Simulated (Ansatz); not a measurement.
An Ansatz (an electronic-structure program) input:

Ansatz 0.2 input:
```yaml
crystal:
  lattice:
    - [0.0, 3.307199732, 3.307199732]
    - [3.307199732, 0.0, 3.307199732]
    - [3.307199732, 3.307199732, 0.0]
  atoms:
    - { symbol: In, position: [0.0, 0.0, 0.0] }
    - { symbol: In, position: [0.25, 0.25, 0.25] }
kpoints:
  mp_grid: { grid: [8, 8, 8] }
  band_path:
    path:
      - [[0.0, 0.0, 0.0], [0.5, 0.0, 0.5], [0.625, 0.25, 0.625]]  # Γ-X-U
      - [[0.375, 0.375, 0.75], [0.0, 0.0, 0.0], [0.5, 0.5, 0.5], [0.5, 0.25, 0.75], [0.5, 0.0, 0.5]]  # K-Γ-L-W-X
    npoints: 12
hamiltonian:
  xc: r2scan
  pseudopotentials: { kind: paw }
magnetization: { noncollinear: true, spin_orbit: true }
scf:
  n_extra_bands: 12
  convergence: { dr2_threshold: 0.0000000001 }
  occupations: { method: gaussian, width: 0.05 }
output: { eigenvalues: true }
```

Task: How many symmetry operations and irreducible k-points will the run report?

Result: 48 operations, 29 of 512 k-points.

Task: With a cutoff of 500 eV, how many plane waves at Γ?

Result: 1837.

It took roughly 70 core-seconds on shared server cores.

Space group Fd-3m (diamond). The start of the workflow was typed in or built on a structure type; neither database checked (COD, Materials Project) lists it. It is not the phase usual at ambient conditions (space group No. 139). The cell was relaxed with r²SCAN under the symmetry of its start. At this level the phase is mechanically unstable.

Potentials: the later of the program's two PAW sets.

Ansatz is a plane-wave DFT program.
